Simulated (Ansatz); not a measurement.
Level of theory: DFT PBE, scalar-relativistic, plane waves, PAW, and for the lanthanide a 4f-in-core norm-conserving potential, in Ansatz 0.2.0. Settings of the last relaxation (8-atom cell): 660 eV, 8×8×4 k points, Gaussian smearing of 0.10 eV, no spin polarisation.

Formation energies are uncorrected and count from the elements' standard states at the same level.

Task: Suggest a trial structure for a tetragonal metal that holds Cs and 2 more elements, with a formation energy near −0.54 eV/atom and a density near 2.96 g/cm³, in a cell of 8 atoms. Its symmetry should be P4/nmm (No. 129).

Result: Cs₂NdSe, space group P4/nmm (No. 129). Cs on a site of symmetry -4m2 has 4 Cs at 4.09 Å; Cs on a site of symmetry 4mm has 1 Nd at 4.21 Å and 4 Se at 4.68 Å; Nd has 4 Se at 2.94 Å, 1 Cs at 4.21 Å and 4 Nd at 4.22 Å; around Se lie 4 Nd at 2.94 Å, 4 Se at 4.09 Å and 4 Cs at 4.68 Å.

```
Cs Nd Se
1.0
     5.77869    0.00000    0.00000
     0.00000    5.77869    0.00000
     0.00000    0.00000   16.42671
Cs Nd Se
4 2 2
Direct
  0.50000 0.50000 0.00000
  0.00000 0.00000 0.00000
  0.00000 0.50000 0.27566
  0.50000 0.00000 0.72434
  0.00000 0.50000 0.53200
  0.50000 0.00000 0.46800
  0.50000 0.50000 0.50000
  0.00000 0.00000 0.50000
```

- Volume per atom: 68.57 Å³
- Density: 2.96 g/cm³
- Energy over the elements: −0.54 eV/atom
- Gap on the 8×8×4 mesh of the 8-atom cell: 0 eV (a metal)

The cell was found from a structure generator's guess, not taken from experiment. The answer needn't be unique; the calculation gave this one.

The reference form of Se is held partly by dispersion forces, which this level lacks. A structure relaxed within its symmetry needn't be a true minimum.

The lanthanide is trivalent by construction, without f bands, f moments or other valences. The reference runs of the other elements, and any phases without the lanthanide, used 420 eV, which shifts energies against them by under 10 meV/atom. The lanthanide's reference is the lowest of its hcp, dhcp and fcc cells.
